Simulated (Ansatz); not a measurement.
# Mg$_{3}$ZnS$_{4}$ (Cmmm) at 3 levels of theory

One geometry, relaxed with PBE; plane waves with PAW potentials in Ansatz, scalar-relativistic. No spin polarisation. Gaps are the least over mesh and band path; pressure is positive in compression.

```yaml
crystal:
  lattice:
    - [3.67225, -5.21346, 0.00000]
    - [3.67225, 5.21346, 0.00000]
    - [0.00000, 0.00000, 3.67608]
  atoms:
    - { symbol: Mg, position: [0.00000, 0.50000, 0.50000] }
    - { symbol: Mg, position: [0.50000, 0.00000, 0.50000] }
    - { symbol: Mg, position: [0.50000, 0.50000, 0.00000] }
    - { symbol: Zn, position: [0.00000, 0.00000, 0.00000] }
    - { symbol: S, position: [0.75008, 0.24992, 0.00000] }
    - { symbol: S, position: [0.75624, 0.75624, 0.50000] }
    - { symbol: S, position: [0.24376, 0.24376, 0.50000] }
    - { symbol: S, position: [0.24992, 0.75008, 0.00000] }
```

| level | cutoff (eV) | k mesh | gap (eV) | pressure (GPa) |
| --- | --- | --- | --- | --- |
| PBE | 420 | 6×6×8 | 1.23 | 0.0 |
| r2SCAN | 500 | 6×6×8 | 1.77 | -1.5 |
| LDA | 420 | 6×6×8 | 1.00 | -5.0 |

It was reached by relaxing an invented guess, and it needn't be the stable form of this composition.
